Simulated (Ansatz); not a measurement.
AlPd (rock salt, Fm-3m) under volume change, r²SCAN (plane waves, PAW; program Ansatz), scaled uniformly.

```csv
V (Å³/atom),E − E(relaxed) (meV/atom),P (GPa)
14.996,58.9,13.90
15.490,24.7,8.46
15.985,5.8,3.87
16.479,0.0,0.00
16.974,5.2,-3.27
17.468,…,…
17.962,…,…
```

Task: Some entries are withheld; supply them.

Result: 
- 17.962, E − E(relaxed) (meV/atom): 41.9
- 17.962, P (GPa): -8.33
- 17.468, E − E(relaxed) (meV/atom): 19.6
- 17.468, P (GPa): -6.02

Task: What does a third-order Birch–Murnaghan fit give for V₀, B₀ and B′?

Result: V₀ = 16.48 Å³/atom, B₀ = 118 GPa, B′ = 4.7.

The start of the workflow was typed in or built on a structure type; neither database checked (COD, Materials Project) lists it. Its standing as an ambient phase is unchecked. Symmetry was held in the r²SCAN relaxation. At this level the phase is mechanically unstable. The run is not spin-polarised.

Potentials: the earlier of the program's two PAW sets.
